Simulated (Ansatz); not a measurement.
# MgS (Fm-3m): effective masses from band slopes

Computed with r²SCAN, PAW on Ansatz 0.2.0's default frozen-core files (fitted under PBE), scalar-relativistic; not a measurement.

Cell and atoms were relaxed beforehand by PAW with this functional.

The run reads the converged density of an earlier one (folder ck) and closes the SCF again from it before it solves the listed points.

Launched as:

```sh
ansatz run input.yaml --threads 1 --pin off --max-ram 3072MiB --backend cpu --events-out ev --progress --plain --runs-dir out
```

input.yaml:

```yaml
crystal:
  lattice:
    - [0.0, 2.60165, 2.60165]
    - [2.60165, 0.0, 2.60165]
    - [2.60165, 2.60165, 0.0]
  atoms:
    - { symbol: Mg, position: [0.0, 0.0, 0.0] }
    - { symbol: S, position: [0.5, 0.5, 0.5] }
kpoints:
  mp_grid: { grid: [8, 8, 8] }
scf:
  occupations: { method: fixed }
hamiltonian:
  xc: r2scan
  pseudopotentials: { kind: paw }
output:
  eigenstates:
    kpoints:
      - [0.0, -0.5, -0.5]
      - [0.0, -0.497929673, -0.497929673]
      - [0.0, -0.495859345, -0.495859345]
      - [0.0, -0.491718691, -0.491718691]
      - [0.002070327, -0.5, -0.497929673]
      - [0.004140655, -0.5, -0.495859345]
      - [0.008281309, -0.5, -0.491718691]
      - [0.002070327, -0.497929673, -0.5]
      - [0.004140655, -0.495859345, -0.5]
      - [0.008281309, -0.491718691, -0.5]
      - [0.001463942, -0.498536058, -0.497072115]
      - [0.002927885, -0.497072115, -0.49414423]
      # ... 25 further points ...
      - [0.009562432, 0.009562432, 0.009562432]
      - [-0.000845208, -0.000845208, 0.001690415]
      - [-0.001690415, -0.001690415, 0.00338083]
      - [-0.00338083, -0.00338083, 0.006761661]
    de_dk: true
    e_range: [-3, 6.462316240127]
checkpoint:
  read: ck
```

Output (shortened where marked):

```
Warning: RAYON_NUM_THREADS=1 ignored (pool sized by the plan → 1); use --threads N
Engine: ansatz 0.2.0, x86_64-unknown-linux-gnu
Pseudopotentials: kind: paw
Pseudopotential: Mg, paw, valence charge 10, recommended cutoff 500 eV (meta_gga), Mg.paw.azcp
Pseudopotential: S, paw, valence charge 6, recommended cutoff 500 eV (meta_gga), S.paw.azcp
Functional definition: r2SCAN
  parameter k0 = 0.174
  parameter k1 = 0.065
  parameter a1 = 4.9479
  exchange = r2scan_x(k0 = k0, k1 = k1, a1 = a1)
  correlation = r2scan_c
Crystal: 2 atoms, lattice volume = 35.219 Å³
Basis set: ecut = 500 eV, 893 PW (Γ), exchange–correlation on 108×108×108 points (64 copies of the dense FFT grid, shifted against one another)
Bands: 12, of which v1, the nominal top of the filled ones, is band 8 counted from 1 (7 counted from 0)
Symmetry: 48 space group operations
Space group: Fm-3m (ITA 225), of the structure as read, at distance tolerance 3.3e-5 Å
k-points: 29 of 512
Non-local potential: Mg, projectors of the file, l = 0: 3, l = 1: 2, l = 2: 1
Non-local potential: S, projectors of the file, l = 0: 2, l = 1: 2, l = 2: 2
PAW form: soft (Blöchl's): semilocal exchange-correlation on the pseudo side does not see the compensation charge
PAW frozen core: Mg, regenerated for the run's functional (the file was generated under x = pbe(κ = 0.804, μ = 0.2195149727645171), c = pbe(β = 0.06672455060314922))
PAW frozen core: S, regenerated for the run's functional (the file was generated under x = pbe(κ = 0.804, μ = 0.2195149727645171), c = pbe(β = 0.06672455060314922))
PAW one-centre angular grid: Mg, 302 points (default); XC on 224 Gauss nodes
PAW one-centre angular grid: S, 302 points (default); XC on 160 Gauss nodes
Initial density: read from a saved state, or passed on in memory by an earlier SCF of this step, an earlier step, the calling program or the single point that the run made first
Stability of the state it starts from, as read at its close in the unpolarized treatment: not read negative (Ritz values of 1 − χ₀K, real part plus size of imaginary part, from 0.91 to 1.0, by its mixing steps under the symmetry ...
Initial wavefunctions: pseudopotential atomic-orbital guess
Functional: x = r2scan, c = r2scan; τ floored in thin density (d = 2e-4 eV/Å³)
iter 1 solved again at ethr=8.36e-8 eV; its pass at ethr=3.10e-3 eV (dr2=1.34e-5 eV) is discarded
SCF iter   1: F=—  HF=-2835.576044 eV  |F-HF|=—  |Δ(HF+E_count)|=         —  Δρ=5.44e-7  dr2=9.72e-11  dr2_τ=6.27e-12  ethr=8.36e-8  ⟨swp⟩=2.8  Hψ=2807  notcnv=0  defer=52
eigensolver tolerance schedule: the retry pair's looser diagonalisation over-reported the residual by 137601.64 of it (diagonalisation noise at an unbounded share of the residual, at the tolerance the schedule requests for it); ...
preconditioner: auto → none  [insulator: Δε(μ)=3.462 eV  Ē_g=12.602 eV  n_scr=8 (ndim 8)  ℏωp=17.7 eV  f_vac=0.000  ε∞_Penn≈3.0]
SCF iter   2: F=—  HF=-2835.576045 eV  |F-HF|=—  |Δ(HF+E_count)|=   6.71e-7  Δρ=5.07e-7  dr2=9.95e-11  dr2_τ=1.18e-11  ethr=1.00e-12  ⟨swp⟩=3.8  Hψ=815  notcnv=0  defer=43
SCF iter   3: F=—  HF=-2835.576045 eV  |F-HF|=—  |Δ(HF+E_count)|=  3.41e-11  Δρ=2.74e-7  dr2=2.50e-11  dr2_τ=1.64e-12  ethr=1.00e-12  ⟨swp⟩=1.0  Hψ=348  notcnv=0  defer=43
SCF iter   4: F=—  HF=-2835.576045 eV  |F-HF|=—  |Δ(HF+E_count)|=  8.19e-12  Δρ=1.85e-7  dr2=1.13e-11  dr2_τ=7.37e-13  ethr=1.00e-12  ⟨swp⟩=1.0  Hψ=348  notcnv=0  defer=43
SCF iter   5: F=-2835.576045 eV  HF=-2835.576045 eV  |F-HF|=9.09e-13  |Δ(HF+E_count)|=  4.55e-12  Δρ=9.33e-8  dr2=2.63e-12  dr2_τ=1.74e-13  ethr=1.00e-12  ⟨swp⟩=4.3  Hψ=1213  notcnv=0
SCF 1 converged in 5 iterations: F = -2835.576045 eV  dr2 = 2.63e-12
  greatest PAW one-centre occupation: 1.000 electrons in one spin orbital (limit 2), on the Mg atom at site 0 (counted from 0), in its partial waves of l = 0
NSCF: frozen V_eff on 41 k-points
SCF converged after 5 iterations
Free energy (F): -2835.576045 eV
Harris-Foulkes:  -2835.576045 eV  (|F-HF|=9.09e-13)
Internal energy: -2835.576045 eV  (E = F + TS)
E sigma→0 (E₀):  -2835.576045 eV
Fermi energy:    6.159035 eV
--- Per-component energies (eV) ---
  E_band       = -349.385035
  E_kinetic    = 184.895737
  E_local      = -1667.167854  (includes V_loc(G=0)·N_el)
  E_nonlocal   = 123.581676
  E_hartree    = 593.955578
  E_xc         = -120.722706
  E_vxc        = -136.251809  (∫ρ·V_xc dr)
  E_paw        = -906.242478  (= ΣΔE_a)
  E_vpaw       = -49.339344  (= ΣTr[D̂ρ^β])
  E_aug_tail   = -0.000001  (compensation charges beyond the density's cutoff)
  E_vtau       = 6.985435  (kinetic-family band-sum trace: ∫τ·v_τ [+ j·A + Jᵃ·Aᵃ] dr)
  E_ewald      = -1043.740020
  E_core_change = -0.135975  (= ΣΔE_core)
  E_smearing   = -0.000000  (= −TS)
  E_closure    = -0.000000  (closes the sum)
  Σ components = -2835.576045   (vs F -2835.576045, Δ=0.00e0)
```

The run converged.

Head of eigenstates.tsv:

```
# spin	ik	k_frac_1	k_frac_2	k_frac_3	k_cart_x_inv_ang	k_cart_y_inv_ang	k_cart_z_inv_ang	n_plane_waves	band	set	set_size	e_ev	residual_ev	de_dk_x_ev_times_ang	de_dk_y_ev_t
# format = ansatz-eigenstates/6
# source = listed_points
# n_kpoints = 41
# n_rows = 164
# fermi_ev = 6.15903538631702e0
# fermi_mp_grid = 8 8 8
# fermi_mp_shift = 0 0 0
# fermi_n_kpoints = 29
# fermi_n_bands = 12
# fermi_largest_filled_residual_ev = 8.941356909039639e-7
# vbm_ev = 6.15903538631702e0
# cbm_ev = 9.621350760257704e0
# band_edge_residuals_ev = 4.7478965226862743e-7 8.362923123464861e-6
# n_electrons = 1.6e1
# occupation_method = fixed
# xc_rung = meta_gga
# e_minus_fermi_range_ev = -3e0 6.462316240127e0
# overlap = augmented
# smooth_dims = 25 27 27
# scf_smooth_dims = 25 27 27
# fft_grid_basis = 1 0 0 0 1 0 0 0 1
# xc_grid = 4
# n_bands_solved = 15
# n_bands_printed_max = 12
# set_resolution_ev = 2.6611455331566707e-6
# degenerate_levels = group_imposed
```

### Masses along directions

Band extrema of a crystal from Kohn-Sham levels and slopes, searched on the fine mesh and refined; masses in electron masses from slopes a step away, negative for holes; Cartesian axes as in the input; branches counted from each extremum; the finite step makes the lightest masses up to 3 per cent heavy.

```json
{
  "Fine mesh": "14, 14, 14"
}
```

```
      side  point  k a (r.l.u.)  k b (r.l.u.)  k c (r.l.u.)  direction  number  level from its edge (eV)  band mass (mₑ)
conduction      X             0          -0.5          -0.5        100       1                         0          0.5238
conduction      X             0          -0.5          -0.5        010       1                         0          0.3032
conduction      X             0          -0.5          -0.5        001       1                         0          0.3032
conduction      X             0          -0.5          -0.5        110       1                         0           0.384
conduction      X             0          -0.5          -0.5        011       1                         0          0.3033
conduction      X             0          -0.5          -0.5        111       1                         0          0.3527
conduction      X             0          -0.5          -0.5       11-2       1                         0          0.3262
   valence  Gamma             0             0             0        100       1                         0         -0.9337
   valence  Gamma             0             0             0        100       2                         0         -0.9337
   valence  Gamma             0             0             0        100       3                         0         -0.2788
   valence  Gamma             0             0             0        010       1                         0         -0.9337
   valence  Gamma             0             0             0        010       2                         0         -0.9337
   valence  Gamma             0             0             0        010       3                         0         -0.2788
   valence  Gamma             0             0             0        001       1                         0         -0.9337
   valence  Gamma             0             0             0        001       2                         0         -0.9337
   valence  Gamma             0             0             0        001       3                         0         -0.2788
   valence  Gamma             0             0             0        110       1                         0          -7.825
   valence  Gamma             0             0             0        110       2                         0         -0.9328
   valence  Gamma             0             0             0        110       3                         0         -0.2208
   valence  Gamma             0             0             0        111       1                         0          -2.261
   valence  Gamma             0             0             0        111       2                         0          -2.261
   valence  Gamma             0             0             0        111       3                         0         -0.2064
   valence  Gamma             0             0             0       11-2       1                         0          -2.535
   valence  Gamma             0             0             0       11-2       2                         0          -1.321
   valence  Gamma             0             0             0       11-2       3                         0         -0.2184
```

### Band extrema

Principal masses of single bands.

* Fine mesh: 14, 14, 14
* Band gap: 3.462 eV
* Least direct gap on mesh: 4.64 eV

```csv
side,point,k a (r.l.u.),k b (r.l.u.),k c (r.l.u.),valleys,level (eV over the valence top),mass light (mₑ),mass middle (mₑ),mass heavy (mₑ)
conduction,X,0,-0.5,-0.5,3,3.462,0.3032,0.3032,0.5239
valence,Gamma,0,0,0,1,0,–,–,–
```

Known limits: frozen-core PAW files fitted under PBE, their cores solved anew for the functional of the run; semilocal gaps are low, and what follows the gap (onsets, screening, light masses) shifts with it; without spin-orbit coupling, bands that meet at the valence top are not the light and heavy holes of experiment.

It took 2.7 s on 1 thread of Intel(R) Xeon(R) Platinum 8259CL CPU @ 2.50GHz (Skylake/Cascade Lake), on a shared host, peak memory 0.36 GiB.
